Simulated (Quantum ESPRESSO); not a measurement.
## Calculated data, Si2BN3O (made-up cell, one site empty)

All values are calculated (Quantum ESPRESSO 7.5). Calculation on a made-up crystal cell, not a measurement: periodic Kohn-Sham density functional theory in plane waves with PseudoDojo standard norm-conserving scalar-relativistic pseudopotentials, each functional with its own files (v0.5 for PBE, v0.4.1 for LDA and PBEsol), no spin polarisation, no spin-orbit coupling, atoms not relaxed, stress positive in tension, energies less a fixed whole-eV offset for each atom's element; levels are Kohn-Sham levels at fractions of this cell's reciprocal vectors, counted from the reference band (half the neutral cell's valence electrons, rounded up) at Gamma; error bars cover cutoff and k-mesh only, not smearing or the files; each bar is the largest change over components, and at least 0.002 eV, 0.002 eV per angstrom or 0.02 GPa; added strain carries the atoms with the cell, and shear is the tensor component; energies are for the whole cell, and the offsets were chosen from early runs and are not element reference energies.

### Si2BN3O (made-up cell, one site empty)

Unstrained structure:
```xyz
7
Lattice="2.8525 -0.0278 0.0231 -0.0481 4.8323 -0.0320 0.0377 -0.0302 4.5571" Properties=species:S:1:pos:R:3 Si2BN3O
Si     0.0493    -0.0161    -0.0293
Si     1.5263     2.4260     0.0905
B      1.3922     0.5759     2.2395
N     -0.0786     0.0542     1.7708
O      1.2303     2.2508     1.7156
N      1.6094     0.7996     4.0417
N     -0.0075     3.2366     4.0621
```

| Property | Result |
| --- | --- |
| lattice type | wurtzite |
| empty site | 4 |
| functional | pbe |
| cutoff | 1143 eV |
| fermi dirac smearing | 0.025 eV |
| scf tolerance | 1e-07 eV |
| electrons removed | 0 |
| added strain kind | biaxial xx and yy |
| added strain | 0.023 |
| k mesh | 6 x 4 x 4, shifted by half a step |
| structure shown | before the added strain of 0.023 |
| free energy less offsets | -0.7115 eV |
| scf iterations | 11 |
| smearing term minus ts | 0 eV |
| pressure | -5.362 GPa |
| stress xx | 17.9 GPa |
| stress yy | -14.67 GPa |
| stress zz | 12.86 GPa |
| stress yz | -5.473 GPa |
| stress xz | 3.308 GPa |
| stress xy | -2.305 GPa |
| reference band | 16 |
| error bar energy | 0.002 eV |
| error bar stress | 0.02 GPa |
| error bar force | 0.002 eV/Å |
| error bar next band up | 0.002 eV |
| error bars from | tighter rerun of a related cell |

Atoms:
| atoms element | atom site | atom energy offset (eV) |
| --- | --- | --- |
| Si | 1 | -115 |
| Si | 2 | -115 |
| B | 3 | -79 |
| N | 5 | -283 |
| O | 6 | -452 |
| N | 7 | -283 |
| N | 8 | -283 |

Forces:
| site | x (eV/Å) | y (eV/Å) | z (eV/Å) |
| --- | --- | --- | --- |
| 1 | 1.207 | 0.3632 | 3.107 |
| 2 | -3.117 | 0.827 | 2.594 |
| 3 | 0.2927 | 2.397 | -0.6867 |
| 5 | 0.654 | 1.382 | -0.5146 |
| 6 | 0.9203 | -2.305 | -1.075 |
| 7 | -2.87 | -1.193 | -3.088 |
| 8 | 2.913 | -1.472 | -0.3364 |

Levels:
| level k point | next band up (eV) |
| --- | --- |
| Gamma | 2.457 |
| (1/2,1/2,1/2) | 2.635 |
| (0.15,0,0) | 3.523 |
| (0,0.15,0) | 2.6 |
| (0,0,0.15) | 2.46 |
